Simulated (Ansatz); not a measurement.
K2LiScF6:
```yaml
crystal:
  lattice:
    - [0.00000, 4.05681, 4.05681]
    - [4.05681, 0.00000, 4.05681]
    - [4.05681, 4.05681, 0.00000]
  atoms:
    - { symbol: K, position: [0.25000, 0.25000, 0.25000] }
    - { symbol: K, position: [0.75000, 0.75000, 0.75000] }
    - { symbol: Li, position: [0.50000, 0.50000, 0.50000] }
    - { symbol: Sc, position: [0.00000, 0.00000, 0.00000] }
    - { symbol: F, position: [0.24779, 0.24779, 0.75221] }
    - { symbol: F, position: [0.75221, 0.75221, 0.24779] }
    - { symbol: F, position: [0.75221, 0.24779, 0.24779] }
    - { symbol: F, position: [0.24779, 0.75221, 0.75221] }
    - { symbol: F, position: [0.24779, 0.75221, 0.24779] }
    - { symbol: F, position: [0.75221, 0.24779, 0.75221] }
```

Relaxed with r²SCAN.

Task: Give the Bader charges and basin volumes of the independent atoms, the program Ansatz at the r²SCAN level (PAW).

Result: 

| atom | Bader charge (e) | Bader volume (Å³) |
|---|---|---|
| K1 | +0.89 | 17.8 |
| Li3 | +0.92 | 3.0 |
| Sc4 | +2.21 | 7.9 |
| F5 | -0.82 | 14.5 |

Space group Fm-3m. The first step of the workflow began from a Materials Project structure, measured or hypothetical; the Crystallography Open Database copy checked does not list it. Its standing as an ambient phase is unchecked. Symmetry was held in the r²SCAN relaxation; its stability against distortions is not shown here. No spin polarisation was allowed.

Potentials: the later of the program's two PAW sets.
